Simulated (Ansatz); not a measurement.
Method: DFT PBE, scalar-relativistic, plane waves, PAW (Ansatz). Settings: cutoff 420 eV, Γ-centred meshes spaced at most about 0.3 Å⁻¹, and about 0.25 Å⁻¹ or finer for metals (2π included), Gaussian smearing. No spin polarisation in the final relaxations.

Temperature and zero-point effects are left out.

Compare these two cells of ReAs₃Os₂, each relaxed at this level.

A.

```
Re As Os
1.0
     4.14059    0.00000    0.00000
     0.00000    4.14059    0.00000
     0.00000    0.00000    7.90197
Re As Os
1 3 2
Cartesian
  2.0703 2.0703 2.0512
  2.0703 2.0703 7.6361
  0.0000 0.0000 1.9285
  2.0703 2.0703 5.0984
  2.0703 0.0000 3.5298
  0.0000 2.0703 3.5298
```

B.

```
Re As Os
1.0
     4.36433    0.00000    0.00000
    -2.18217    3.77962    0.00000
     0.00000    0.00000    5.34222
Re As Os
1 3 2
Direct
  0.00000 0.00000 0.00000
  0.33333 0.66667 0.16612
  0.66667 0.33333 0.83388
  0.00000 0.00000 0.50000
  0.33333 0.66667 0.66662
  0.66667 0.33333 0.33338
```

**Question.** Which would you expect to be lower, and how large is the difference?

**Answer.** B is lower, by 234 meV/atom. A has space group P4mm (No. 99), 22.6 Å³/atom and no gap on its mesh; B has Re and Os ordered on caesium chloride sites, space group P-3m1 (No. 164), 14.7 Å³/atom and no gap. Counting As atoms around Os and Re (those within 1.25 times the shortest such distance or 1.15 times the sum of covalent radii; a plus sign parts nearer from farther groups), A has Re 1+5, Os 4 and B has Re 8, Os 8. A holds As–As pairs (shortest 2.54 Å); in B the shortest As–As distance is 3.08 Å. The denser one is the lower, and pressure would at first widen the difference. Even the lower one lies +0.39 eV/atom against the reference forms of the elements (uncorrected), so neither is stable at this level. Both come from invented guesses.

These runs have no spin–orbit coupling, which can matter for Os and Re. Cells relaxed within their symmetry can be saddle points.
